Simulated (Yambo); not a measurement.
```
LiBr
1.0
    4.01065     0.00000     0.00000
   -2.00533     3.47333     0.00000
    0.00000     0.00000     6.41635
Li Br
2 2
Direct
  0.66667   0.33333   0.87805
  0.33333   0.66667   0.37805
  0.66667   0.33333   0.49695
  0.33333   0.66667   0.99695
```

Response from Yambo on PBEsol (pw.x of Quantum ESPRESSO, ONCV potentials, scalar-relativistic) bands: 9×9×4 mesh, 67 bands, 4 Ry local-field block, 0.2 eV broadening.

**Question.** Give the static electronic dielectric constant without and with local fields along each axis.

**Answer.** 
| field along | ε(0), independent particles | ε(0), RPA with local fields | refractive index √ε |
|---|---|---|---|
| x | 3.28 | 2.73 | 1.65 |
| z | 3.32 | 2.78 | 1.67 |
Electronic (clamped-ion) response only. PBEsol gaps are usually too small, which raises these values. Convergence of the RPA response with its 9×9×4 mesh was not tested. x, y and z are Cartesian axes of the cell as given.

Spin-orbit coupling is not included.

Geometry strained from the cell relaxed with PBEsol, atoms relaxed again.

This is not the ordinary phase of the substance; no match was found in the copy of COD used, and its stability was not checked.
